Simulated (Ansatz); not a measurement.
SbPt (NiAs type, P6_3/mmc), LDA in the plane-wave PAW code Ansatz, all energies at zero smearing, with the estimated change up to a 700 eV cutoff added, with one set of potentials and settings (totals compare only within such a set). Cell of 4 atoms (2 Sb, 2 Pt): -37163.272 eV.

| element | reference phase | E (eV/atom) |
|---|---|---|
| Sb | R-3m, 2 atoms in the cell | -6335.8223 |
| Pt | Fm-3m, 1 atoms in the cell | -12244.9860 |

Formation energy per atom, worked out: (-37163.272 − 2×(-6335.8223) − 2×(-12244.9860))/4 = -0.414 eV/atom (-40 kJ per mol of atoms), at 0 K, without zero-point energy or fitted corrections.

The workflow started from a Materials Project entry (that database holds measured and hypothetical structures alike); the Crystallography Open Database files this formula in space group No. 194, but the cells were not matched. Whether it is the stable phase at ambient conditions was not checked. Symmetry was held in the LDA relaxation; of distortions, only those at the zone centre were tested. The run is not spin-polarised. The references are the lowest solids computed at this level, not always the standard phases. Spin–orbit coupling is left out wherever it is not named.

Potentials: the later of the program's two PAW sets.
